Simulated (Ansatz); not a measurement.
SnSe₂ (P-3m1) from a database of computed structures (r2SCAN+rVV10 geometry), in Ansatz:

```cif
data_structure
_symmetry_space_group_name_H-M 'P-3m1'
_symmetry_Int_Tables_number 164
_cell_length_a 3.8252
_cell_length_b 3.8252
_cell_length_c 6.2269
_cell_angle_alpha 90.000
_cell_angle_beta 90.000
_cell_angle_gamma 120.000
_cell_volume 78.90
loop_
_atom_site_label
_atom_site_type_symbol
_atom_site_symmetry_multiplicity
_atom_site_Wyckoff_symbol
_atom_site_fract_x
_atom_site_fract_y
_atom_site_fract_z
_atom_site_occupancy
Sn1 Sn 1 a 0.00000 0.00000 0.00000 1
Se1 Se 2 d 0.66667 0.33333 0.74692 1
```

G0W0@PBE with 584 empty bands, a screening cutoff of 220 eV and a 6×6×4 mesh (PAW, contour deformation) gives 1.294 eV over the mesh points, from a PBE gap of 0.788 eV; it sums over 607 bands with 579 plane waves in the screening and a wave cutoff of 420 eV. G0W0 values are finite-basis, finite-mesh values. (Simulation; spin polarisation is off.)

(1) Estimate the gap with empty bands 235, screening cutoff 120 eV.

(2) Estimate the gap with starting point r2SCAN, with them a wave cutoff of 500 eV.

(3) Estimate the gap with potentials of the kind norm-conserving, with them a wave cutoff of 1170 eV.

(4) Estimate the gap with frequency model Godby-Needs pole.

Results:

(1) 1.302 eV (+0.008 eV), from a Kohn-Sham gap of 0.788 eV.

(2) 1.474 eV (+0.180 eV), from a Kohn-Sham gap of 1.066 eV.

(3) 1.313 eV (+0.019 eV), from a Kohn-Sham gap of 0.787 eV.

(4) 1.349 eV (+0.055 eV), from a Kohn-Sham gap of 0.788 eV.

Spin-orbit coupling is left out, which matters wherever the heavy atoms make up the band edges.
